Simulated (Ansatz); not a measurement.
MoS$_{2}$ in space group P-6m2 (No. 187; Pearson symbol hP9), DFT-r²SCAN+D4 in the program Ansatz with PAW potentials, all energies at zero smearing, with the estimated change up to a 700 eV cutoff added, with one set of potentials and settings (totals compare only within such a set). Cell of 9 atoms (3 Mo, 6 S): -20347.854 eV.

| element | reference phase | E (eV/atom) |
|---|---|---|
| Mo | Im-3m, 1 atoms in the cell | -4967.8247 |
| S | P2/c, 32 atoms in the cell | -905.9097 |

Formation energy per atom, worked out: (-20347.854 − 3×(-4967.8247) − 6×(-905.9097))/9 = -0.991 eV/atom (-96 kJ per mol of atoms), at 0 K, without zero-point energy or fitted corrections.

The workflow started from a Materials Project entry (that database holds measured and hypothetical structures alike); the Crystallography Open Database copy checked does not list it. It is not the phase usual at ambient conditions (space group No. 160, 194). Symmetry was held in the r²SCAN+D4 relaxation; whether a distortion lowers the energy is not shown. The run is not spin-polarised. The references are the lowest solids computed at this level, not always the standard phases.

Potentials: the earlier of the program's two PAW sets.
